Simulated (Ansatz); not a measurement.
Squeezing Bi (sc type)

```
Bi
1.0
     3.22375    0.00000    0.00000
     0.00000    3.22375    0.00000
     0.00000    0.00000    3.22375
Bi
1
Direct
  0.00000 0.00000 0.00000
```

The cell comes from a relaxation on PAW files under the same functional, begun from a prototype that needn't be the stable phase.

Its volume is scaled at fixed shape and fractional positions.

Level of theory: DFT with PBEsol, scalar-relativistic, in Ansatz 0.2.0; a Γ-centred 12×12×12 k mesh, Fermi–Dirac smearing of 0.05 eV, no spin polarisation. LAPW: all electrons, basis error target 1 meV/atom; PAW: frozen-core files, cutoff 420 eV; crystal datasets: all electrons, by PAW datasets that the program makes for each cell; norm-conserving: pseudopotentials, cutoff 898 eV.

Energies are extrapolated to zero smearing and count from the unscaled cell; pressure is positive in compression; gaps take the mesh and a band path. No temperature or zero-point motion is included.

Spin–orbit coupling is left out, which matters for the heavy atoms. The PAW files were made under PBE. The structure type is held throughout; the real material can change phase at far lower pressure.

```json
{"V/V0": "1.00", "V (Å³/atom)": "33.50", "P LAPW (GPa)": "-0.01", "ΔE LAPW (eV/atom)": "0.000", "P PAW − LAPW (GPa)": "-0.02", "ΔE PAW − LAPW (meV/atom)": "0.0"}
{"V/V0": "0.90", "V (Å³/atom)": "30.15", "P LAPW (GPa)": "7.15", "ΔE LAPW (eV/atom)": "0.068", "P PAW − LAPW (GPa)": "-0.03", "ΔE PAW − LAPW (meV/atom)": "-0.5"}
{"V/V0": "0.80", "V (Å³/atom)": "26.80", "P LAPW (GPa)": "19.77", "ΔE LAPW (eV/atom)": "0.336", "P PAW − LAPW (GPa)": "-0.04", "ΔE PAW − LAPW (meV/atom)": "-1.2"}
{"V/V0": "0.70", "V (Å³/atom)": "23.45", "P LAPW (GPa)": "43.1", "ΔE LAPW (eV/atom)": "?", "P PAW − LAPW (GPa)": "-0.04", "ΔE PAW − LAPW (meV/atom)": "-1.9"}
{"V/V0": "0.60", "V (Å³/atom)": "20.10", "P LAPW (GPa)": "88.6", "ΔE LAPW (eV/atom)": "2.288", "P PAW − LAPW (GPa)": "-0.03", "ΔE PAW − LAPW (meV/atom)": "-2.7"}
{"V/V0": "0.50", "V (Å³/atom)": "16.75", "P LAPW (GPa)": "183.2", "ΔE LAPW (eV/atom)": "5.011", "P PAW − LAPW (GPa)": "0.05", "ΔE PAW − LAPW (meV/atom)": "-2.7"}
{"V/V0": "0.40", "V (Å³/atom)": "13.40", "P LAPW (GPa)": "405.7", "ΔE LAPW (eV/atom)": "10.810", "P PAW − LAPW (GPa)": "0.68", "ΔE PAW − LAPW (meV/atom)": "3.2"}
```

Question: Fill in "ΔE LAPW (eV/atom)" for the row "0.70".

Answer: 0.968.

Question: Fit the Vinet equation to the LAPW pressures over the whole range, with residuals weighted by 1/(|P| + 0.03·Pmax).

Answer: V0 = 33.59 Å³/atom, B0 = 47.7 GPa and B0′ = 5.41, and the fit misses no point by more than 6.1 GPa. A fit over so wide a range pins B0 less well than one near rest.

Question: At the smallest volume, how far do crystal datasets and norm-conserving lie from LAPW in pressure?

Answer: crystal datasets: 0.00 GPa; norm-conserving: -3.99 GPa, on a LAPW pressure of 405.7 GPa.

Question: How do the Löwdin populations by LAPW change from the unscaled cell to the last row?

Answer: Bi 6s 1.88 → 1.57, Bi 6p 3.11 → 3.40, Bi 5d 10.00 → 9.96 electrons an atom. These are projections on the shells that the free atoms fill; 0.02 e a cell lies outside them at the start and 0.13 e at the end.
